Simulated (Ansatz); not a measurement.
Start of a relaxation of La₄TaO:

```yaml
crystal:
  lattice:
    - [0.00000, 4.06950, 4.06950]
    - [4.06950, 0.00000, 4.06950]
    - [4.06950, 4.06950, 0.00000]
  atoms:
    - { symbol: La, position: [0.37534, 0.37534, 0.87397] }
    - { symbol: La, position: [0.87397, 0.37534, 0.37534] }
    - { symbol: La, position: [0.37534, 0.87397, 0.37534] }
    - { symbol: La, position: [0.37534, 0.37534, 0.37534] }
    - { symbol: Ta, position: [0.75000, 0.75000, 0.75000] }
    - { symbol: O, position: [0.00000, 0.00000, 0.00000] }
```

These are results of DFT PBE, scalar-relativistic, plane waves, PAW (Ansatz 0.2.0), not measurements. Cutoff 420 eV, Gaussian smearing, Γ-centred meshes. Cell and atoms relax first on a coarse mesh and then on a finer one. In between, the cell is made exact in the group found at 0.06 Å. In metals the finer mesh still leaves noise of several meV/atom or more. The steps can't lower the symmetry of their start. No spin polarisation in the relaxation; trial moments died out in a coarse test.

A guess keeps its type if space group and coordination stay and the shape of the cell changes little (axis ratios within about 15 %, angles within 6°); the volume may change.

Question: Will the relaxed cell still be of the starting type?

Answer: It keeps its type. The symmetry stays F-43m (No. 216). The volume per atom grows by 25.1 %, from 22.5 to 28.1 Å³. The shortest distance goes from 2.87 Å (La–La) to 3.06 Å (La–La). Counting neighbours within 15 % of an atom's shortest distance, the start has La 6, O 16, Ta 16 and the end La 6, O 16, Ta 16.

The zero of energy is the elements' standard structures at the same level (O₂ as a molecule); no fitted shifts are applied.

Question: At what energy does it end?

Answer: +0.92 eV/atom. A positive value: parting into the elements would lower its energy.

The last run used an 8×8×8 mesh for its 6-atom cell and Gaussian smearing of 0.10 eV. Spin–orbit coupling, which can matter for Ta, is left out. A structure relaxed within its symmetry needn't be a true minimum. Another cell of La4TaO relaxed alike, in P-3m1, lies 1.25 eV/atom lower, so this cell isn't the stable form at this level.
